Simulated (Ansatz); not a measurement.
System: Pd (fcc type), 1 atom in the cell.

```xyz
1
Lattice="0.0000 1.9704 1.9704 1.9704 0.0000 1.9704 1.9704 1.9704 0.0000" Properties=species:S:1:pos:R:3 pbc="T T T"
Pd    0.0000    0.0000    0.0000
```

Code and potentials: Ansatz PAW hard set, 700 eV. Settings of the plain PBE run: k-mesh 4×4×4 Γ-centred; Fermi–Dirac smearing of 0.15 eV; no spin polarisation.

Plain PBE gives:

* Pressure: 0.36 GPa

(1) What changes under PBE with spin–orbit coupling?

Answers

(1) The pressure increases by 0.04 GPa to 0.40 GPa.

The stress includes the program's correction for the finite plane-wave basis.

The k-mesh is coarse, so these values belong to this mesh and can lie far from the converged ones.
